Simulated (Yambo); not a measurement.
G0W0@PBEsol for NaVO₂F₂ (space group P2_1, No. 4) in Yambo (2×4×2 mesh, 6 Ry block, plasmon pole, screening fixed), without a terminator:

| bands N in G | gap (0, 0.25, -0.5) → (-0.5, 0, 0) (eV) | shift of the valence edge (eV) |
|---|---|---|
| 91 | 4.345 | 0.059 |
| 135 | 4.359 | -0.146 |
| 194 | 4.376 | -0.307 |

**Question.** Extrapolate both columns to infinite N with E(N) = E∞ + A/N, test the form, and compare with the terminator.

**Answer.** From two points, E∞ = (N2 E2 − N1 E1)/(N2 − N1). The two largest N give 4.41 eV for the gap and -0.68 eV for the shift; the two smallest give 4.39 eV and -0.57 eV. For the gap the slopes A are -3.9 and -7.5 eV: the form isn't reached, and its limit is uncertain. For the shift the slopes A are 57 and 71 eV: the form isn't reached, and its limit is uncertain. With the Bruneval-Gonze terminator and 194 bands the run gives 4.24 eV and -0.52 eV, 0.17 eV and 0.15 eV from the extrapolated values: the terminator too is an estimate of the remainder. Block, mesh and the bands in W are held fixed.

Geometry of the Materials Project entry, not relaxed at this level; primitive cell a = 6.5629 Å, b = 3.5755 Å, c = 7.3216 Å, α = 90.00°, β = 110.05°, γ = 90.00°.

The runs are not spin-polarised; magnetic order was not tried.

A shift is the quasiparticle energy of the state minus its PBEsol energy.
